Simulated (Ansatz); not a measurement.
Deforming Al

```xyz
1
Lattice="0.0000 2.0240 2.0240 2.0240 0.0000 2.0240 2.0240 2.0240 0.0000" Properties=species:S:1:pos:R:3 pbc="T T T"
Al    0.0000    0.0000    0.0000
```

The cell comes from COD entry 4313206, which wasn't checked; take it as a given geometry.

Level of theory: DFT, LDA, all-electron PAW with datasets made for the crystal, scalar-relativistic (Ansatz 0.2.0).

Settings: a Γ-centred 17×17×17 k mesh, Fermi–Dirac smearing of 0.03 eV, cutoff 140 eV (chosen by the program for this cell), no spin polarisation.

The unchanged cell is at -3.63 GPa.

In a metal, stresses and small energies carry noise from the k mesh.

x, y and z are the Cartesian axes of the cell as listed; fractional coordinates follow a strain, and an engineering shear is twice the off-diagonal strain component.

**Question.** With this change (equal xy, yz and zx engineering shear strains of -2 %), what becomes of the energy and stress?

**Answer.** Energy change +2 meV/atom; stress change (xx, yy, zz, yz, xz, xy) 0.06, 0.06, 0.06, 0.72, 0.72, 0.72 GPa, compression positive.

**Question.** With this change (equal xy, yz and zx engineering shear strains of -1 %), what becomes of the energy and stress?

**Answer.** Energy change under 1 meV/atom; stress change (xx, yy, zz, yz, xz, xy) 0.01, 0.01, 0.01, 0.29, 0.29, 0.29 GPa, compression positive.

**Question.** With this change (equal xy, yz and zx engineering shear strains of +1 %), what becomes of the energy and stress?

**Answer.** Energy change under 1 meV/atom; stress change (xx, yy, zz, yz, xz, xy) 0.01, 0.01, 0.01, -0.20, -0.20, -0.20 GPa, compression positive.

**Question.** With this change (equal xy, yz and zx engineering shear strains of +2 %), what becomes of the energy and stress?

**Answer.** Energy change +2 meV/atom; stress change (xx, yy, zz, yz, xz, xy) 0.07, 0.07, 0.07, -0.82, -0.82, -0.82 GPa, compression positive.
